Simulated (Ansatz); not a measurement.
Ga:
```yaml
crystal:
  lattice:
    - [3.81132, -2.30809, 0.00000]
    - [3.81132, 2.30809, 0.00000]
    - [0.00000, 0.00000, 4.55670]
  atoms:
    - { symbol: Ga, position: [0.99482, 0.33099, 0.25000] }
    - { symbol: Ga, position: [0.00518, 0.66901, 0.75000] }
    - { symbol: Ga, position: [0.33099, 0.99482, 0.75000] }
    - { symbol: Ga, position: [0.66901, 0.00518, 0.25000] }
```

Relaxed with r²SCAN. Special points in fractions of this cell's reciprocal vectors: Γ (0.000, 0.000, 0.000); Y (0.500, 0.500, 0.000); F0 (0.342, 0.658, 0.000); Δ0 (-0.342, 0.342, 0.000); Z (0.000, 0.000, 0.500); B0 (-0.342, 0.342, 0.500); G0 (0.342, 0.658, 0.500); T (0.500, 0.500, 0.500); S (0.000, 0.500, 0.000); R (0.000, 0.500, 0.500).

### Question
List the band energies nearest the Fermi level at these points for r²SCAN (plane waves, PAW; program Ansatz).

### Answer
In eV from the Fermi level; about four levels below and three above (degenerate sets whole), none deeper than 8.9 eV; points with the same levels are listed once.

| k | below | above |
|---|---|---|
| Γ | -3.52 -2.43 -2.05 -1.06 | 1.19 1.25 2.85 |
| Y | -4.40 -2.84 -1.94 -1.78 | 0.35 1.26 3.63 |
| F0 | -1.13 -1.11 -0.60 -0.20 | 0.23 3.38 3.47 |
| Z | -0.69 -0.69 | 0.01 0.01 0.04 0.04 |
| B0 | -6.62 -6.62 -3.35 -3.35 | 4.35 4.35 5.73 5.73 |
| T | -5.77 -5.77 -2.18 -2.18 | 0.39 0.39 7.31 7.31 |
| S | -1.43 -0.37 -0.36 -0.02 | 3.86 4.73 6.23 |
| R | -6.37 -6.37 -1.54 -1.54 | 1.18 1.18 7.15 7.15 |

Space group Cmcm. The first step of the workflow began from a Materials Project structure, measured or hypothetical; the Crystallography Open Database files this formula in space group No. 63, but the cells were not matched. It is not the phase usual at ambient conditions (space group No. 64). Symmetry was held in the r²SCAN relaxation; of distortions, only those at the zone centre were tested. Scalar-relativistic: spin–orbit coupling is off unless named, which matters more the heavier the elements.

Potentials: the earlier of the program's two PAW sets.
